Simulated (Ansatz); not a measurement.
## Step by step: Ag, 15 steps of 3.0 fs from 1200 K

Method: DFT, LDA, all-electron LAPW, scalar-relativistic in Ansatz 0.2.0.

Command: `ansatz run input.yaml --threads 2 --pin off --max-ram 4096MiB --backend cpu --events-out ev --progress --plain --runs-dir out` The run took 29 min on 2 threads of Arm Neoverse V1 (shared host), peak memory 0.8 GiB.

```yaml
crystal:
  lattice:
    - [5.86, 0.0, 0.0]
    - [-1.465, 2.5374544331, 0.0]
    - [0.0, 0.0, 4.79]
  atoms:
    - { symbol: Ag, position: [0.1666666666, 0.6666666667, 0.25] }
    - { symbol: Ag, position: [0.6666666666, 0.6666666667, 0.25] }
    - { symbol: Ag, position: [0.3333333334, 0.3333333333, 0.75] }
    - { symbol: Ag, position: [0.8333333334, 0.3333333333, 0.75] }
kpoints:
  mp_grid: { grid: [4, 7, 4] }
scf:
  occupations: { method: fermi_dirac, width: 0.08 }
hamiltonian:
  xc: lda
  pseudopotentials: { kind: all_electron, lapw: { basis_error: 0.001 } }
output:
  forces: true
  stress: true
md:
  timestep: 3.0
  n_steps: 15
  ensemble: nve
  temperature: 1200
  initial_velocities: maxwell_boltzmann
  seed: 704215
```

The geometry is COD entry 1509145, unchecked; take it as a test cell.

Each frame lists Cartesian positions (Å) and forces (eV/Å). Free energies count from the first step, -578095.8946 eV.

Step 0 (t = 0.0 fs): E = 0.0 meV, T = 1200 K, conserved energy 0.0 meV

```
Ag    0.0000    1.6916    1.1975     0.009   0.005   0.000
Ag    2.9300    1.6916    1.1975     0.009   0.005   0.000
Ag    1.4650    0.8458    3.5925    -0.009  -0.005   0.000
Ag    4.3950    0.8458    3.5925    -0.009  -0.005   0.000
```

Step 1 (t = 3.0 fs): E = +1.3 meV, T = 1197 K, conserved energy 0.0 meV

```
Ag    0.0008    1.6906    1.1785    -0.003  -0.001   0.071
Ag    2.9282    1.6826    1.2110     0.022   0.024  -0.028
Ag    1.4607    0.8506    3.5936     0.014  -0.001  -0.037
Ag    4.4003    0.8511    3.5968    -0.033  -0.022  -0.006
```

Step 2 (t = 6.0 fs): E = +4.8 meV, T = 1188 K, conserved energy 0.0 meV

```
Ag    0.0016    1.6896    1.1596    -0.014  -0.007   0.144
Ag    2.9263    1.6735    1.2246     0.036   0.042  -0.055
Ag    1.4565    0.8553    3.5947     0.038   0.004  -0.074
Ag    4.4056    0.8564    3.6011    -0.060  -0.039  -0.015
```

Step 3 (t = 9.0 fs): E = +10.7 meV, T = 1172 K, conserved energy 0.0 meV

```
Ag    0.0024    1.6886    1.1408    -0.025  -0.012   0.220
Ag    2.9245    1.6645    1.2381     0.050   0.061  -0.082
Ag    1.4522    0.8601    3.5957     0.064   0.009  -0.111
Ag    4.4108    0.8617    3.6054    -0.089  -0.058  -0.027
```

Step 4 (t = 12.0 fs): E = +19.1 meV, T = 1151 K, conserved energy 0.0 meV

```
Ag    0.0032    1.6876    1.1221    -0.034  -0.015   0.300
Ag    2.9228    1.6555    1.2515     0.064   0.078  -0.108
Ag    1.4481    0.8649    3.5967     0.091   0.014  -0.148
Ag    4.4160    0.8669    3.6097    -0.121  -0.077  -0.043
```

Step 5 (t = 15.0 fs): E = +29.8 meV, T = 1123 K, conserved energy 0.0 meV

```
Ag    0.0039    1.6866    1.1037    -0.042  -0.017   0.382
Ag    2.9211    1.6466    1.2648     0.077   0.096  -0.135
Ag    1.4440    0.8697    3.5975     0.119   0.019  -0.185
Ag    4.4211    0.8721    3.6140    -0.155  -0.098  -0.062
```

Step 6 (t = 18.0 fs): E = +42.8 meV, T = 1090 K, conserved energy 0.0 meV

```
Ag    0.0046    1.6855    1.0856    -0.049  -0.017   0.469
Ag    2.9194    1.6377    1.2780     0.091   0.113  -0.161
Ag    1.4400    0.8745    3.5982     0.148   0.024  -0.223
Ag    4.4260    0.8772    3.6182    -0.191  -0.119  -0.085
```

Step 7 (t = 21.0 fs): E = +58.1 meV, T = 1050 K, conserved energy 0.0 meV

```
Ag    0.0053    1.6845    1.0679    -0.053  -0.016   0.559
Ag    2.9178    1.6290    1.2911     0.105   0.129  -0.188
Ag    1.4361    0.8793    3.5987     0.178   0.028  -0.260
Ag    4.4308    0.8822    3.6223    -0.230  -0.142  -0.111
```

Step 8 (t = 24.0 fs): E = +75.7 meV, T = 1005 K, conserved energy 0.0 meV

```
Ag    0.0059    1.6834    1.0507    -0.057  -0.012   0.652
Ag    2.9164    1.6203    1.3041     0.119   0.145  -0.215
Ag    1.4323    0.8841    3.5990     0.208   0.032  -0.297
Ag    4.4354    0.8871    3.6263    -0.270  -0.165  -0.140
```

Step 9 (t = 27.0 fs): E = +95.2 meV, T = 955 K, conserved energy 0.0 meV

```
Ag    0.0065    1.6823    1.0339    -0.058  -0.006   0.747
Ag    2.9150    1.6118    1.3168     0.132   0.160  -0.243
Ag    1.4287    0.8890    3.5990     0.238   0.034  -0.332
Ag    4.4398    0.8918    3.6302    -0.312  -0.188  -0.172
```

Step 10 (t = 30.0 fs): E = +116.5 meV, T = 900 K, conserved energy 0.0 meV

```
Ag    0.0071    1.6812    1.0178    -0.057   0.001   0.845
Ag    2.9137    1.6034    1.3294     0.145   0.175  -0.272
Ag    1.4254    0.8939    3.5988     0.267   0.036  -0.367
Ag    4.4439    0.8964    3.6340    -0.355  -0.212  -0.206
```

Step 11 (t = 33.0 fs): E = +139.3 meV, T = 841 K, conserved energy 0.0 meV

```
Ag    0.0075    1.6802    1.0023    -0.054   0.011   0.943
Ag    2.9125    1.5951    1.3417     0.158   0.189  -0.303
Ag    1.4222    0.8988    3.5983     0.295   0.036  -0.398
Ag    4.4478    0.9008    3.6377    -0.399  -0.237  -0.242
```

Step 12 (t = 36.0 fs): E = +163.3 meV, T = 780 K, conserved energy +0.1 meV

```
Ag    0.0080    1.6791    0.9876    -0.050   0.023   1.041
Ag    2.9115    1.5870    1.3538     0.171   0.203  -0.334
Ag    1.4192    0.9038    3.5974     0.321   0.035  -0.427
Ag    4.4513    0.9050    3.6411    -0.443  -0.261  -0.279
```

Step 13 (t = 39.0 fs): E = +188.3 meV, T = 716 K, conserved energy +0.1 meV

```
Ag    0.0084    1.6780    0.9738    -0.043   0.036   1.137
Ag    2.9106    1.5791    1.3657     0.185   0.216  -0.368
Ag    1.4166    0.9088    3.5963     0.344   0.032  -0.452
Ag    4.4545    0.9091    3.6443    -0.485  -0.284  -0.316
```

Step 14 (t = 42.0 fs): E = +213.5 meV, T = 651 K, conserved energy +0.1 meV

```
Ag    0.0088    1.6770    0.9608    -0.035   0.051   1.229
Ag    2.9098    1.5713    1.3772     0.198   0.229  -0.404
Ag    1.4142    0.9138    3.5947     0.363   0.027  -0.473
Ag    4.4572    0.9128    3.6472    -0.526  -0.307  -0.353
```

Step 15 (t = 45.0 fs): E = +238.6 meV, T = 586 K, conserved energy +0.1 meV

```
Ag    0.0091    1.6760    0.9489    -0.026   0.066   1.316
Ag    2.9092    1.5637    1.3884     0.211   0.242  -0.441
Ag    1.4121    0.9188    3.5928     0.379   0.020  -0.487
Ag    4.4596    0.9164    3.6499    -0.563  -0.328  -0.387
```

**Question.** What is the mean temperature over the last 8 frames?

**Answer.** 804 K; so short a run of so small a cell isn't equilibrated.
